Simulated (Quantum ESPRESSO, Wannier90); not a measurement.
**InGaAs₂ (R3m): Wannier90 run**

```xyz
4
Lattice="-2.1144 3.6623 0.0000 -4.2288 0.0000 0.0000 -2.1144 1.2208 6.9005" Properties=species:S:1:pos:R:3 pbc="T T T"
In    -2.1144     1.2208    -0.8657
Ga     0.0000     0.0000     2.5833
As     0.0000     0.0000     0.0983
As     2.1144    -1.2208     3.3592
```

Structure: Materials Project mp-1223791, symmetrised, not relaxed again. Not found in the COD (Crystallography Open Database) copy used; not checked further. Level: PBEsol, spinors with spin-orbit coupling; pw.x of Quantum ESPRESSO at 68 Ry with PseudoDojo potentials, 4×4×4 k-points, Wannier90. Density: 8×8×8 mesh, cold smearing 0.01 Ry. With spin-orbit coupling a semilocal functional can close or falsely invert a small gap; the band order was not checked against a better method.

A tight-binding model is made by disentanglement and projection with no localisation steps (num_iter = 0), so the 32 orbitals stay atom-like: hydrogen-like In: s;p; Ga: s;p; As: s;p, axes along x, y, z; frozen window up to 3.00 eV relative to the Fermi level. It follows pw.x to 39 meV rms for states up to 1.0 eV relative to the Fermi level. Matrix elements depend on this choice of orbitals and windows.

Problem. What are the on-site energies relative to the Fermi level, and how fast do the hoppings decay?

Solution. 
```
atom                 orbitals  energy (eV)
----  -----------------------  -----------
In1                     s↑ s↓        -2.19
In1                   pz↑ pz↓         3.27
In1           px↑ px↓ py↑ py↓         3.18
Ga2                     s↑ s↓        -3.11
Ga2   pz↑ pz↓ px↑ px↓ py↑ py↓         2.90
As3                     s↑ s↓        -8.30
As3                   pz↑ pz↓         0.56
As3           px↑ px↓ py↑ py↓         0.44
As4                     s↑ s↓        -8.54
As4                   pz↑ pz↓         0.31
As4           px↑ px↓ py↑ py↓         0.39
```

| distance of the centres (Å) | largest modulus (eV) |
|---|---|
| 2–3 | 2.6 |
| 3–4 | 2.4 |
| 4–5 | 0.47 |
| 5–6 | 0.055 |
| 6–7 | 0.17 |
